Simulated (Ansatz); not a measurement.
Molecular dynamics on a 2×2×2 supercell (32 atoms) of AlN (wurtzite), relaxed with r2SCAN. Forces come from r2SCAN in Ansatz: a Nosé-Hoover thermostat at fixed volume, 200 K, steps of 1 fs. Spin polarisation is off, nuclei are classical, and the run is far too short for thermal averages.

```yaml
crystal:
  lattice:
    - [6.2133875243, -1.0e-10, 0.0]
    - [-3.1066937621, 5.3809514397, 0.0]
    - [0.0, 0.0, 9.9571831061]
  atoms:
    - { symbol: Al, position: [0.1666666667, 0.3333333333, -0.0016477364] }
    - { symbol: Al, position: [0.3333333333, 0.1666666667, 0.2483522636] }
    - { symbol: "N", position: [0.1666666667, 0.3333333333, 0.1891477364] }
    - { symbol: "N", position: [0.3333333333, 0.1666666667, 0.4391477364] }
    - { symbol: Al, position: [0.1666666667, 0.3333333333, 0.4983522636] }
    - { symbol: Al, position: [0.3333333333, 0.1666666667, 0.7483522636] }
    - { symbol: "N", position: [0.1666666667, 0.3333333333, 0.6891477364] }
    - { symbol: "N", position: [0.3333333333, 0.1666666667, 0.9391477364] }
    - { symbol: Al, position: [0.1666666667, 0.8333333333, -0.0016477364] }
    - { symbol: Al, position: [0.3333333333, 0.6666666667, 0.2483522636] }
    - { symbol: "N", position: [0.1666666667, 0.8333333333, 0.1891477364] }
    - { symbol: "N", position: [0.3333333333, 0.6666666667, 0.4391477364] }
    - { symbol: Al, position: [0.1666666667, 0.8333333333, 0.4983522636] }
    - { symbol: Al, position: [0.3333333333, 0.6666666667, 0.7483522636] }
    - { symbol: "N", position: [0.1666666667, 0.8333333333, 0.6891477364] }
    - { symbol: "N", position: [0.3333333333, 0.6666666667, 0.9391477364] }
    - { symbol: Al, position: [0.6666666667, 0.3333333333, -0.0016477364] }
    - { symbol: Al, position: [0.8333333333, 0.1666666667, 0.2483522636] }
    - { symbol: "N", position: [0.6666666667, 0.3333333333, 0.1891477364] }
    - { symbol: "N", position: [0.8333333333, 0.1666666667, 0.4391477364] }
    - { symbol: Al, position: [0.6666666667, 0.3333333333, 0.4983522636] }
    - { symbol: Al, position: [0.8333333333, 0.1666666667, 0.7483522636] }
    - { symbol: "N", position: [0.6666666667, 0.3333333333, 0.6891477364] }
    - { symbol: "N", position: [0.8333333333, 0.1666666667, 0.9391477364] }
    - { symbol: Al, position: [0.6666666667, 0.8333333333, -0.0016477364] }
    - { symbol: Al, position: [0.8333333333, 0.6666666667, 0.2483522636] }
    - { symbol: "N", position: [0.6666666667, 0.8333333333, 0.1891477364] }
    - { symbol: "N", position: [0.8333333333, 0.6666666667, 0.4391477364] }
    - { symbol: Al, position: [0.6666666667, 0.8333333333, 0.4983522636] }
    - { symbol: Al, position: [0.8333333333, 0.6666666667, 0.7483522636] }
    - { symbol: "N", position: [0.6666666667, 0.8333333333, 0.6891477364] }
    - { symbol: "N", position: [0.8333333333, 0.6666666667, 0.9391477364] }
kpoints:
  mp_grid: { grid: [3, 3, 2] }
hamiltonian:
  xc: r2scan
scf:
  occupations: { method: fermi_dirac, width: 0.02 }
md:
  ensemble: nvt_nose_hoover
  temperature: 200
  timestep: 1.0
  n_steps: 20
  initial_velocities: maxwell_boltzmann
  seed: 2793
```

Run as `ansatz run input.yaml --threads 4 --pin off --max-ram 3686MiB --backend cpu --events-out ev --progress --plain --runs-dir out`.

Question: What wall time did it need on 4 threads of Arm Neoverse V2 (shared host), load about 0.4 per core, and what peak of host memory did it reach?

Answer: About 3.3 min, with a peak of 1.6 GiB.

| step | t (fs) | T (K) | free energy F from step 0 (meV/atom) | kinetic energy (meV/atom) | largest force (eV/Å) |
| --- | --- | --- | --- | --- | --- |
| 0 | 0 | 200 | 0.0 | 25.0 | 0.00 |
| 1 | 1 | 198 | 0.3 | 24.8 | 0.17 |
| 2 | 2 | 192 | 1.0 | 24.0 | 0.34 |
| 3 | 3 | 182 | 2.3 | 22.8 | 0.51 |
| 4 | 4 | 169 | 3.9 | 21.2 | 0.67 |
| 5 | 5 | 154 | 5.8 | 19.3 | 0.82 |
| 6 | 6 | 137 | 7.9 | 17.2 | 0.96 |
| 7 | 7 | 120 | 10.0 | 15.1 | 1.09 |
| 8 | 8 | 104 | 12.1 | 13.0 | 1.19 |
| 9 | 9 | 89 | 14.0 | 11.1 | 1.28 |
| 10 | 10 | 76 | 15.6 | 9.5 | 1.35 |
| 11 | 11 | 66 | 16.9 | 8.3 | 1.39 |
| 12 | 12 | 59 | 17.7 | 7.4 | 1.41 |
| 13 | 13 | 56 | 18.1 | 7.0 | 1.41 |
| 14 | 14 | 56 | 18.1 | 7.0 | 1.38 |
| 15 | 15 | 59 | 17.7 | 7.4 | 1.33 |
| 16 | 16 | 65 | 17.0 | 8.1 | 1.26 |
| 17 | 17 | 72 | 16.1 | 9.1 | 1.22 |
| 18 | 18 | 81 | 15.0 | 10.2 | 1.20 |
| 19 | 19 | 90 | 13.9 | 11.3 | 1.16 |
| 20 | 20 | 99 | 12.8 | 12.4 | 1.12 |

The temperature starts at 200 K, is lowest at step 13 (56 K, 13 fs) and ends at 99 K. The thermostat hasn't had time to restore it. The atoms start on their lattice sites with kinetic energy alone, so much of it first passes into potential energy. By the last step the atoms have moved 0.05 Å in the root mean square, the drift of the whole cell taken out, 0.10 Å at most.

Positions (Å) and forces (eV/Å) at step 20:
```
Al   0.015   1.791   0.022     0.036   0.170  -0.534
Al   1.496   0.925   2.454     0.470  -0.335   0.387
N   -0.064   1.779   1.913     0.013   0.089  -0.426
N    1.519   0.944   4.363     0.233  -0.231   0.072
Al  -0.031   1.829   4.959     0.351   0.175  -0.097
Al   1.605   0.897   7.478    -0.500   0.353  -0.311
N    0.001   1.757   6.861     0.381   0.348  -0.130
N    1.541   0.873   9.359     0.307  -0.283   0.200
Al  -1.514   4.424  -0.011    -0.574   0.545  -0.227
Al   0.009   3.566   2.452    -0.511   0.395   0.589
N   -1.555   4.505   1.887     0.269  -0.304  -0.199
N    0.022   3.636   4.363    -0.293  -0.089   0.203
Al  -1.561   4.524   4.962     0.356   0.029   0.128
Al  -0.002   3.560   7.396     0.075   0.203   0.591
N   -1.555   4.508   6.907     0.121  -0.376  -0.733
N    0.049   3.605   9.321    -0.328  -0.711   0.340
Al   3.121   1.706  -0.017    -0.277   0.788   0.106
Al   4.573   0.846   2.487     0.549   0.938  -0.268
N    3.063   1.798   1.865     0.141  -0.213   0.375
N    4.638   0.950   4.355    -0.124  -0.362   0.256
Al   3.079   1.823   4.959     0.062   0.289  -0.061
Al   4.677   0.875   7.442    -0.078   0.166   0.362
N    3.156   1.831   6.851    -0.552  -0.558   0.343
N    4.700   0.881   9.382    -0.192  -0.083  -0.626
Al   1.581   4.482  -0.008     0.203  -0.414  -0.241
Al   3.111   3.605   2.445     0.167  -0.367   0.408
N    1.557   4.469   1.873    -0.323  -0.038   0.119
N    3.120   3.633   4.375    -0.123  -0.298  -0.419
Al   1.589   4.543   4.948    -0.522  -0.455   0.057
Al   3.110   3.594   7.499    -0.020   0.091  -0.398
N    1.541   4.479   6.836     0.423  -0.018   0.358
N    3.112   3.514   9.390     0.260   0.557  -0.225
```
